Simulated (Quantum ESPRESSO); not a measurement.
## Zn2InMoAl3Ta (different elements on one site, starting from this cell)

Simulated, not a measurement. The program is pw.x of Quantum ESPRESSO 7.5 (plane-wave density functional theory). The cell is made up: eight metal atoms on a hexagonal close-packed lattice, with elements, volume, strain and displacements drawn at random and not relaxed, so it may be unstable or far from any real phase. PseudoDojo standard norm-conserving files set the functional (PBE unless stated); there is no spin polarisation or spin-orbit coupling, the Fermi-Dirac width of 0.25 eV means electrons at about 2900 K, and the masses in the input are unused placeholders. Heavy elements are run without spin-orbit coupling, which real alloys of them have. A spin test at this wide smearing found no moment, but such smearing suppresses magnetism that the real alloy may have.

The runs put different elements on site 3. Cell, positions, cutoff, mesh and smearing stay as in the input of run 1; sites are counted in its order. Stress in the tables is positive in tension.

Input of run 1:

```
&control calculation='scf', pseudo_dir='./dojo.nc.sr.pbe.v0_5.standard.upf', outdir='./o', disk_io='minimal', tprnfor=.true., tstress=.true. /
&system ibrav=0, nat=8, ntyp=5, nbnd=55, ecutwfc=84.00895049, nosym=.true., tot_charge=0,
 occupations='smearing', smearing='fd', degauss=0.0183746611
/
&electrons conv_thr=1.470e-08, electron_maxstep=70, mixing_beta=0.5 /
ATOMIC_SPECIES
Al 1.0 Al.upf
In 1.0 In.upf
Mo 1.0 Mo.upf
Ta 1.0 Ta.upf
Zn 1.0 Zn.upf
CELL_PARAMETERS angstrom
0.0229 0.0458 -4.7618
-0.0721 5.2391 -0.0494
6.0222 -0.0832 -0.0285
ATOMIC_POSITIONS angstrom
Zn 0.0188 -0.0198 0.0323
In 3.0359 0.0365 -0.0793
Mo 1.3632 2.6014 -0.0285
Al 4.3729 2.6159 0.0271
Zn 0.0339 1.744 -2.4622
Ta 3.0484 1.8264 -2.5133
Al 1.4928 4.3839 -2.4137
Al 4.39 4.3625 -2.3662
K_POINTS automatic
5 5 4 1 1 1
```

```
run  elements on sites 1 to 8  -TS (eV)  pressure (GPa)  stress xx (GPa)  stress yy (GPa)  stress zz (GPa)  stress yz (GPa)  stress xz (GPa)  stress xy (GPa)  iterations
  1   Zn In Mo Al Zn Ta Al Al    -1.042           -8.26            11.60             7.22             5.95            -0.85             1.08            -2.19          12
  2   Zn In Nb Al Zn Ta Al Al    -1.054           -5.48             8.71             4.24             3.50            -0.61             0.93            -2.38          12
  3   Zn In Pt Al Zn Ta Al Al    -0.915           -8.18             9.03             9.07             6.42            -0.73             0.53             0.96          12
  4   Zn In Ta Al Zn Ta Al Al    -1.020           -5.79             9.07             4.42             3.88            -0.59             0.90            -2.38          12
  5   Zn In Al Al Zn Ta Al Al    -0.902           -4.72             6.92             5.04             2.21            -0.31             0.50            -0.65          11
```

Forces Fx Fy Fz (eV/Å):

| site | run 1 | run 2 | run 3 | run 4 | run 5 |
| --- | --- | --- | --- | --- | --- |
| 1 | 0.23 -0.11 -0.01 | 0.08 -0.14 0.00 | 0.20 -0.08 -0.01 | 0.12 -0.15 0.00 | 0.03 -0.25 0.03 |
| 2 | -0.61 -0.12 0.23 | -0.49 -0.12 0.23 | -0.33 0.01 0.27 | -0.48 -0.13 0.23 | -0.11 0.17 0.24 |
| 3 | 1.19 -0.07 0.05 | 0.95 -0.01 -0.13 | 0.00 0.17 -0.03 | 0.95 -0.03 -0.15 | 0.10 -0.03 -0.17 |
| 4 | 0.71 0.19 -0.50 | 0.53 0.17 -0.51 | 0.81 0.19 -0.54 | 0.55 0.18 -0.51 | 0.41 0.09 -0.51 |
| 5 | -0.02 -0.06 0.13 | -0.16 -0.15 0.14 | -0.03 -0.02 0.15 | -0.14 -0.15 0.15 | -0.13 -0.13 0.16 |
| 6 | -1.60 0.70 0.60 | -1.07 0.53 0.73 | -0.68 0.31 0.70 | -1.17 0.59 0.74 | -0.49 0.32 0.73 |
| 7 | -0.20 -0.53 -0.23 | -0.14 -0.22 -0.20 | -0.19 -0.63 -0.27 | -0.14 -0.26 -0.19 | -0.10 -0.10 -0.18 |
| 8 | 0.31 0.00 -0.27 | 0.30 -0.07 -0.27 | 0.22 0.05 -0.28 | 0.31 -0.05 -0.27 | 0.28 -0.09 -0.30 |

Energies are left out, as each element's file has its own zero. A rerun of one cell of this series at a higher cutoff and on a denser mesh moved values by no more than 0.005 eV in energy, 0.28 GPa in stress and 0.019 eV/Å in force, and a second program with other atomic files agreed on that cell to 2 % rms in force and 0.5 GPa in pressure.